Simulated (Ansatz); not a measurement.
Space group R-3m:H (No. 166). a = 6.123 Å, b = 6.123 Å, c = 11.844 Å, α = 90.00°, β = 90.00°, γ = 120.00°
```json
{"atom": "B", "site": "18h", "symmetry": ".m", "x": "0.2303", "y": "0.4606", "z": "0.7853"}
{"atom": "B", "site": "18h", "symmetry": ".m", "x": "0.5164", "y": "0.4836", "z": "0.3054"}
{"atom": "As", "site": "6c", "symmetry": "3m", "x": "0.3333", "y": "0.6667", "z": "0.2675"}
```

Equation of state of this B6As structure (not necessarily the ground state), with shape and atoms relaxed at each volume where symmetry leaves them free. These are results of DFT PBEsol, scalar-relativistic, plane waves, PAW (Ansatz), not measurements.

Cutoff 420 eV; k points 6×6×6 on the computed 14-atom cell (Γ-centred); Gaussian smearing, width 0.02 eV; no spin polarisation.

```tsv
V (Å³/atom)	E − E(largest V) (meV/atom)	P (GPa)	gap on mesh (eV)
8.057	47.70	30.18	2.55
8.331	4.02	20.99	2.58
8.606	-24.95	12.99	2.61
8.881	-41.13	6.04	2.62
9.155	-46.18	-0.01	2.62
9.430	-41.55	-5.27	2.51
9.705	-28.53	-9.83	2.33
10.071	0.00	-14.97	2.09
```

Question: Fit a third-order Birch–Murnaghan equation to E(V).

Answer: V0 = 9.16 Å³/atom, B0 = 187 GPa, B0' = 3.6.

The gaps are read on the mesh, which can miss the band edges, so they can be too wide.